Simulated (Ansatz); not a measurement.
Ca₃SnO:
```
CELL_PARAMETERS angstrom
      4.77455     0.00000     0.00000
      0.00000     4.77455     0.00000
      0.00000     0.00000     4.77455
ATOMIC_POSITIONS crystal
  Ca 0.00000 0.50000 0.50000
  Ca 0.50000 0.00000 0.50000
  Ca 0.50000 0.50000 0.00000
  Sn 0.00000 0.00000 0.00000
  O  0.50000 0.50000 0.50000
```

Relaxed with PBEsol. Special points in fractions of this cell's reciprocal vectors: Γ (0.000, 0.000, 0.000); X (0.000, 0.500, 0.000); M (0.500, 0.500, 0.000); R (0.500, 0.500, 0.500).

Task: List the band energies nearest the Fermi level at these points for PBEsol with spin–orbit coupling (plane waves, PAW; program Ansatz).

Result: In eV from the Fermi level; about four levels below and three above (degenerate sets whole), none deeper than 8.9 eV; points with the same levels are listed once.

```json
[
 {"k": "Γ", "below": "-0.10 -0.10 -0.10 -0.10", "above": "0.22 0.22 0.22 0.22"},
 {"k": "X", "below": "-1.01 -1.01 -0.81 -0.81", "above": "1.02 1.02 1.17 1.17"},
 {"k": "M", "below": "-2.26 -2.26 -1.03 -1.03", "above": "1.53 1.53 2.03 2.03 2.03 2.03"},
 {"k": "R", "below": "-1.55 -1.55 -1.55 -1.55", "above": "0.99 0.99 0.99 0.99 0.99 0.99"}
]
```

Space group Pm-3m (anti-perovskite). The workflow started from an entry of the Crystallography Open Database (COD). Whether it is the stable phase at ambient conditions was not checked. The cell was relaxed with PBEsol under the symmetry of its start; its stability against distortions is not shown here. The Fermi level of a semimetal is unsure by some 0.05 eV on such meshes.

Potentials: the later of the program's two PAW sets.
